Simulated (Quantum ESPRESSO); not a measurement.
## MoTa2Ga3Zn2 (one composition in several site orders)

Simulated, not a measurement. The program is pw.x of Quantum ESPRESSO 7.5 (plane-wave density functional theory). The cell is made up: eight metal atoms on a hexagonal close-packed lattice, with elements, volume, strain and displacements drawn at random and not relaxed, so it may be unstable or far from any real phase. PseudoDojo standard norm-conserving files set the functional (PBE unless stated); there is no spin polarisation or spin-orbit coupling, the Fermi-Dirac width of 0.25 eV means electrons at about 2900 K, and the masses in the input are unused placeholders. Heavy elements are run without spin-orbit coupling, which real alloys of them have. A spin test at this wide smearing found no moment, but such smearing suppresses magnetism that the real alloy may have.

The runs put one composition on the sites in different orders. Cell, positions, cutoff, mesh and smearing stay as in the input of run 1; sites are counted in its order. Stress in the tables is positive in tension.

Input of run 1:

```
&control calculation='scf', pseudo_dir='./dojo.nc.sr.pbe.v0_5.standard.upf', outdir='./o', disk_io='minimal', tprnfor=.true., tstress=.true. /
&system ibrav=0, nat=8, ntyp=4, nbnd=72, ecutwfc=84.00895049, nosym=.true., tot_charge=0,
 occupations='smearing', smearing='fd', degauss=0.0183746611
/
&electrons conv_thr=1.470e-08, electron_maxstep=70, mixing_beta=0.5 /
ATOMIC_SPECIES
Ga 1.0 Ga.upf
Mo 1.0 Mo.upf
Ta 1.0 Ta.upf
Zn 1.0 Zn.upf
CELL_PARAMETERS angstrom
2.8911 0.0657 4.7102
2.9268 -0.0698 -4.7328
-2.9126 5.1376 0.0855
ATOMIC_POSITIONS angstrom
Mo 0.0438 0.0808 -0.054
Ta -1.3361 2.5006 -0.0384
Ga 3.0318 1.5933 -2.3774
Zn 1.4484 4.2827 -2.3789
Ga 2.8893 0.0401 0.0441
Ga 1.5402 2.4723 -0.0525
Zn 2.9327 1.7392 2.3723
Ta 1.4037 4.3268 2.4791
K_POINTS automatic
5 5 5 1 1 1
```

```
run  elements on sites 1 to 8  free energy less that of run 1 (eV)  -TS (eV)  pressure (GPa)  stress xx (GPa)  stress yy (GPa)  stress zz (GPa)  stress yz (GPa)  stress xz (GPa)  stress xy (GPa)  iterations
  1   Mo Ta Ga Zn Ga Ga Zn Ta                                0.000    -1.002           -8.76             9.98            10.86             5.45             1.10            -0.35             2.47          12
  2   Ga Ta Ga Zn Mo Zn Ga Ta                                0.122    -1.043           -8.61             8.26            10.15             7.43             0.36             0.69             1.21          14
  3   Ta Ga Ta Zn Zn Ga Mo Ga                               -0.019    -0.982           -9.50            10.17            10.15             8.18             0.09            -0.45             0.08          12
  4   Ga Ta Ta Ga Mo Zn Ga Zn                                0.122    -1.034           -8.49             9.47             9.42             6.57             1.31            -0.90            -0.79          14
  5   Ga Ta Zn Zn Ga Ta Mo Ga                                0.407    -1.060           -6.84             6.52            10.89             3.11             1.31            -0.26            -0.16          12
  6   Ta Ga Ga Ga Ta Zn Mo Zn                                0.335    -1.113           -8.60             8.62             9.37             7.81            -0.14            -0.53             0.19          12
```

Forces Fx Fy Fz (eV/Å):

| site | run 1 | run 2 | run 3 | run 4 | run 5 | run 6 |
| --- | --- | --- | --- | --- | --- | --- |
| 1 | -0.42 -0.60 -0.20 | -0.20 -0.66 0.13 | -0.42 -0.01 0.02 | -0.15 -0.51 0.47 | -0.19 -1.02 -0.16 | -0.41 -0.41 0.65 |
| 2 | -0.08 0.22 0.87 | -0.63 0.51 1.13 | -0.25 0.34 0.44 | -0.60 0.31 0.34 | -0.32 0.39 0.18 | -0.37 0.40 0.18 |
| 3 | -0.10 0.12 -0.20 | -0.38 0.25 0.48 | -0.24 0.17 0.31 | -0.13 0.48 -0.28 | -0.30 0.40 -0.08 | -0.29 0.13 -0.08 |
| 4 | 0.07 -0.07 0.05 | -0.11 -0.17 0.10 | 0.13 -0.37 0.24 | -0.01 -0.68 0.24 | 0.10 -0.38 0.07 | 0.08 -0.19 0.57 |
| 5 | 0.25 -0.21 -0.27 | 0.83 -0.45 -0.64 | 0.33 -0.34 0.02 | 0.56 -0.41 -0.03 | 0.38 -0.65 0.27 | 0.36 -0.02 -0.70 |
| 6 | 0.24 0.53 0.48 | -0.03 0.61 0.39 | 0.01 0.51 -0.02 | -0.05 0.55 0.06 | 0.11 0.80 0.30 | 0.07 0.72 0.12 |
| 7 | 0.21 0.20 0.00 | 0.15 0.15 -0.59 | 0.10 -0.33 -0.55 | 0.33 0.29 -0.73 | 0.41 0.68 -0.23 | 0.38 -0.57 -0.38 |
| 8 | -0.17 -0.19 -0.73 | 0.37 -0.23 -0.99 | 0.34 0.04 -0.47 | 0.06 -0.03 -0.08 | -0.18 -0.22 -0.35 | 0.18 -0.07 -0.35 |

The sites are displaced and not relaxed, so the energy differences hold strain from misfit and are not ordering energies. A rerun of one cell of this series at a higher cutoff and on a denser mesh moved values by no more than 0.003 eV in energy, 0.03 GPa in stress and 0.010 eV/Å in force, and a second program with other atomic files agreed on that cell to 2 % rms in force and 0.5 GPa in pressure.